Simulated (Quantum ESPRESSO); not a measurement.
# SiAlPO6: a curve over strain

Simulated, not a measurement. The program is pw.x of Quantum ESPRESSO 7.5 (plane-wave density functional theory). The cell is made up: 9 atoms on a quartz lattice, with randomly drawn elements, strain and displacements, not relaxed. PseudoDojo standard norm-conserving files (v0.5 for PBE, v0.4.1 for LDA and PBEsol) set the functional; there is no spin polarisation, spin-orbit coupling or dispersion term, and the masses in the input are unused placeholders.

Seven runs add a strain to one cell (the same along x and y); the atoms follow the cell and are not relaxed. Stress in the table is positive in tension.

Input of the run at +0.0008:

```
&control calculation='scf', pseudo_dir='./dojo.nc.sr.pbe.v0_5.standard.upf', outdir='./o', disk_io='low', tprnfor=.true., tstress=.true. /
&system ibrav=0, nat=9, ntyp=4, nbnd=30, ecutwfc=84.00895049, nosym=.true., tot_charge=0,
 occupations='smearing', smearing='fd', degauss=0.0018374661
/
&electrons conv_thr=7.350e-09, electron_maxstep=60, /
ATOMIC_SPECIES
Al 1.0 Al.upf
O 1.0 O.upf
P 1.0 P.upf
Si 1.0 Si.upf
CELL_PARAMETERS angstrom
5.0677 -0.0239 -0.0343
-2.5545 4.3808 0.0214
-0.0378 0.0054 5.5676
ATOMIC_POSITIONS angstrom
Si 2.3697 0.0391 3.6627
Al -1.259 2.1136 1.7173
P 1.3968 2.4211 -0.0428
O 1.2842 1.1993 4.3461
O 3.353 0.6858 2.6167
O 2.8035 2.4747 0.5847
O 0.1436 1.9352 1.147
O -1.1833 3.2327 3.0908
O 0.76 3.6782 4.8114
K_POINTS automatic
5 5 4 1 1 1
```

| added strain | free energy less that of the input shown (eV) | stress xx (GPa) | stress yy (GPa) | stress zz (GPa) | stress xy (GPa) | pressure (GPa) | next band up at Gamma (eV) | iterations |
| --- | --- | --- | --- | --- | --- | --- | --- | --- |
| -0.0245 | 0.2617 | -22.78 | -1.59 | -7.96 | 6.66 | 10.78 | 4.012 | 11 |
| -0.0014 | 0.0084 | -11.07 | 5.93 | -1.56 | 6.05 | 2.23 | 3.594 | 13 |
| +0.0008 | 0.0000 | -10.07 | 6.57 | -1.03 | 5.99 | 1.51 | 3.553 | 13 |
| +0.0054 | -0.0064 | -8.04 | 7.86 | 0.03 | 5.88 | 0.05 | 3.465 | 13 |
| +0.0169 | 0.0270 | -3.30 | 10.85 | 2.47 | 5.62 | -3.34 | 3.242 | 13 |
| +0.0190 | 0.0405 | -2.48 | 11.36 | 2.88 | 5.58 | -3.92 | 3.201 | 13 |
| +0.0248 | 0.0886 | -0.31 | 12.73 | 3.96 | 5.45 | -5.46 | 3.087 | 13 |

A cubic fit gives a slope of stress xx against the added strain of 454 GPa at zero added strain, with the atoms clamped. Across the table the free energy follows the integral of the stress to within 2.9 meV. A rerun of one of the cells at a cutoff of 1437 eV and k mesh 7 x 7 x 6 moved values by no more than 0.003 eV in energy, 0.03 GPa in stress and 0.002 eV/Å in force. The band column is the level of band 25 at Gamma less that of band 24, whose number is half the electron count, rounded up; it comes from a band step after each run.